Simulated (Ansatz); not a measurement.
C (space group P6_3/mmc)

```
CELL_PARAMETERS angstrom
      2.44493     0.00000     0.00000
     -1.22247     2.11738     0.00000
      0.00000     0.00000     6.63682
ATOMIC_POSITIONS crystal
  C  0.00000 0.00000 0.25000
  C  0.00000 0.00000 0.75000
  C  0.33333 0.66667 0.25000
  C  0.66667 0.33333 0.75000
```

The slice is a (0001) plane (indices of the conventional cell) through the point (0.667, 0.333, 0.750) (fractional), spanned by u = [110] and v = [1 -1 0] in vectors of this cell: u (2.44 Å) and v (4.23 Å, at 90° to u). It covers one period; positions are fractions (u, v).

The numbers are results of LDA (plane waves to 420 eV, PAW, scalar-relativistic; Ansatz, a program for electronic structure), not measurements. k mesh 15×15×5. Near the nuclei the fields are pseudised (PAW); where an atom keeps semicore shells as valence, they peak there. C was relaxed with its symmetry unable to fall.

### Question
The ELF has a maximum in the middle third of the C–C line. Where, and how high?

### Answer
0.94, 0.7 Å from C.

### Question
What is the valence density on the shortest C–C line in this plane (1.41 Å), at its midpoint?

### Answer
2.06 e/Å³.

### Question
Predict the map of the electrostatic potential energy of an electron, from the cell's mean on the slice.

### Answer
```
|xxxxxx0000xxxxxx0000xxxx|
|xxxxxx00xxxxxxxxxx00xxxx|
|00000000xxxxxxxxxx000000|
|44331100xxxxxxxxxx001133|
|88774400xxxxxxxxxx004477|
|999977220000xx0000227799|
|999977330000000000337799|
|99885500xxxxxxxxxx005588|
|55552200xxxxxxxxxx002255|
|00000000xxxxxxxxxx000000|
|xxxx0000xxxxxxxxxx0000xx|
|xxxxxx00xxxxxxxxxx00xxxx|
|xxxxxx00000000000000xxxx|
|xxxxxx00113344331100xxxx|
|xxxxxx00447788774400xxxx|
|xx0000227799999977220000|
|000000337799999977330000|
|xxxxxx00558899885500xxxx|
|xxxxxx00225555552200xxxx|
|xxxxxx00000000000000xxxx|
```
Scale: ten equal steps from -3.00 (start of '0') to 5.92 (end of '9'), in the order '0123456789'. Values: electrostatic potential energy of an electron, from the cell's mean, in eV. The map has 12 points along u (two characters each, u = 0 at the left) and 20 along v (v = 0 in the bottom row). Points within 0.6 Å of a nucleus are blanked (x), as the pseudised field means little there. Values under -3 eV are set to -3. The zero, the cell's mean, hangs on the PAW cores.
